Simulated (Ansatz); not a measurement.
The relaxed structure here is a generated cell of W: the first start was made by placing the elements on the sites of a structure type, and the end was not matched to a known phase here, so it may be hypothetical. Known forms of W include space group No. 229.

A relaxed cell of W (Fmmm (No. 69)), relaxed on a k-mesh at least as fine as the one used below. The numbers are results of PBE (plane waves to 420 eV, PAW, scalar-relativistic; Ansatz, a first-principles code), not measurements. Γ-centred k-mesh 13×13×7 on the run's cell (coarser than for final values), Fermi–Dirac smearing 0.05 eV.

```yaml
crystal:
  lattice:
    - [0.00000, 2.21478, 4.98648]
    - [1.53906, 0.00000, 4.98648]
    - [3.07812, 4.42956, 0.00000]
  atoms:
    - { symbol: W, position: [0.13328, 0.13328, 0.43336] }
    - { symbol: W, position: [0.13328, 0.13328, 0.93336] }
    - { symbol: W, position: [0.86672, 0.86672, 0.06664] }
    - { symbol: W, position: [0.86672, 0.86672, 0.56664] }
```

The atoms are displaced by (Å):

| atom | ux | uy | uz |
|---|---|---|---|
| W1 | -0.008 | -0.067 | 0.008 |
| W2 | 0.088 | -0.038 | 0.112 |
| W3 | 0.095 | 0.109 | 0.051 |
| W4 | -0.064 | 0.018 | -0.006 |

What forces (eV/Å) and pressure result?


| atom | Fx | Fy | Fz |
|---|---|---|---|
| W1 | 0.70 | 0.29 | -0.47 |
| W2 | -0.69 | -0.29 | -0.30 |
| W3 | -1.30 | -0.82 | 0.73 |
| W4 | 1.29 | 0.82 | 0.04 |

Pressure +2.7 GPa.

Estimate the energy cost of the displacement in the harmonic approximation and compare with the calculation.

For a harmonic well ΔE = −½ Σ F·u = 0.179 eV a cell, or 45 meV/atom. The calculated energy relative to the undisplaced cell is +0.04 eV/atom, so the harmonic estimate holds well.

The undisplaced cell is probably no minimum: from this displacement the run went on to Im-3m (No. 229), 0.74 eV/atom below it.

No spin polarisation in the result.
